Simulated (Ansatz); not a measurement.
Structure optimisation: yttrium, bcc

Theory: Ansatz 0.2.0, DFT, PBEsol, plane waves (420 eV) with PAW, scalar-relativistic. The PAW files were generated under PBE, with cores re-solved for the functional.

k-point mesh 11×11×11, Fermi-Dirac smearing 0.1 eV, no spin polarisation. Cell and atoms relax.

Starting structure:

```xyz
1
Lattice="-2.0209 2.0209 2.0209 2.0209 -2.0209 2.0209 2.0209 2.0209 -2.0209" Properties=species:S:1:pos:R:3 pbc="T T T"
Y     0.0000    0.0000    0.0000
```

**Question.** What cell does the relaxation end in?

**Answer.** Im-3m with a = 3.978 Å; 31.47 Å³ per atom against 33.01 at the start (-4.7 %).

**Question.** How much energy does the relaxation gain?

**Answer.** 8.7 meV per atom.
